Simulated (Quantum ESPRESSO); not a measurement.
```cif
data_O8Si4
_chemical_formula_sum 'O8 Si4'
_space_group_name_H-M_alt 'P6322'
_space_group_IT_number 182
_space_group_name_Hall 'P 6c 2c'
_cell_length_a 5.06907
_cell_length_b 5.06907
_cell_length_c 8.55849
_cell_angle_alpha 90.000
_cell_angle_beta 90.000
_cell_angle_gamma 120.000
loop_
_atom_site_label
_atom_site_type_symbol
_atom_site_symmetry_multiplicity
_atom_site_Wyckoff_symbol
_atom_site_fract_x
_atom_site_fract_y
_atom_site_fract_z
_atom_site_occupancy
O1 O 6 g 0.00000 0.42126 0.00000 1
O2 O 2 c 0.33333 0.66667 0.25000 1
Si1 Si 4 f 0.33333 0.66667 0.06287 1
```

The geometry is that of Materials Project entry mp-559091, symmetrised and not relaxed again.

**Question.** What does PBEsol (pw.x of Quantum ESPRESSO, ONCV potentials, no spin-orbit coupling) give for the electronic structure near the Fermi level?

**Answer.** The PBEsol gap is indirect, 5.64 eV, from 50 % of the way from Γ to A to Γ; the smallest direct gap is 5.68 eV. 

This is not the ordinary phase of the substance; no match was found in the copy of COD used, and its stability was not checked.
